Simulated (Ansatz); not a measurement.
Total density of states per atom from DFT-PBE in the program Ansatz with PAW potentials, in 0.25 eV bins, energy from the valence-band maximum:

```
E (eV) | states/eV/atom
    -7.88 |  0.00
    -7.63 |  0.00
    -7.38 |  0.00
    -7.13 |  0.00
    -6.88 |  0.00
    -6.63 |  0.00
    -6.38 |  0.00
    -6.13 |  0.00
    -5.88 |  0.00
    -5.63 |  0.00
    -5.38 |  0.00
    -5.13 |  0.00
    -4.88 |  0.00
    -4.63 |  0.00
    -4.38 |  0.00
    -4.13 |  0.00
    -3.88 |  0.00
    -3.63 | # 0.18
    -3.38 | ## 0.43
    -3.13 | ### 0.69
    -2.88 | ##### 1.30
    -2.63 | ###### 1.44
    -2.38 | ### 0.78
    -2.13 | ##### 1.17
    -1.88 | ##### 1.21
    -1.63 | ### 0.89
    -1.38 | ### 0.90
    -1.13 | ##### 1.39
    -0.88 | ####### 1.71
    -0.63 | ##### 1.33
    -0.38 | ###### 1.60
    -0.13 | #### 0.98
     0.12 |  0.00
     0.37 |  0.00
     0.62 |  0.00
     0.87 |  0.00
     1.12 |  0.00
     1.37 |  0.00
     1.62 |  0.00
     1.87 | ######## 2.05
     2.12 | ############################## 7.81
     2.37 | ################## 4.63
     2.62 | ########## 2.67
     2.87 | ##### 1.31
     3.12 | # 0.20
     3.37 |  0.00
     3.62 |  0.00
     3.87 |  0.00
     4.12 |  0.00
     4.37 |  0.00
     4.62 |  0.00
     4.87 |  0.00
     5.12 |  0.00
     5.37 |  0.00
```

Which compound is it?
A) BeGe2O, R3m (Be on 3a, O on 3a, Ge on 3a, Ge on 3a)
B) VO2, rutile
C) SiO2, P3_121 (Si on 3a, O on 6c)
D) CeO2, fluorite

D, CeO2, fluorite. Top 1 eV of the valence band: O 2p 80 %, Ce 4f 14 %. Bottom 1 eV of the conduction band: Ce 4f 93 %, O 2p 5 %. Projections are on Löwdin-orthogonalised atomic valence shells; empty p or d shells of many metals are not among them.

Space group Fm-3m (fluorite). The cell was relaxed with PBE under the symmetry of its start. No spin polarisation was allowed. The 4f shell is in the valence. No Hubbard U is applied. Spin–orbit coupling is left out wherever it is not named.

Potentials: the earlier of the program's two PAW sets.
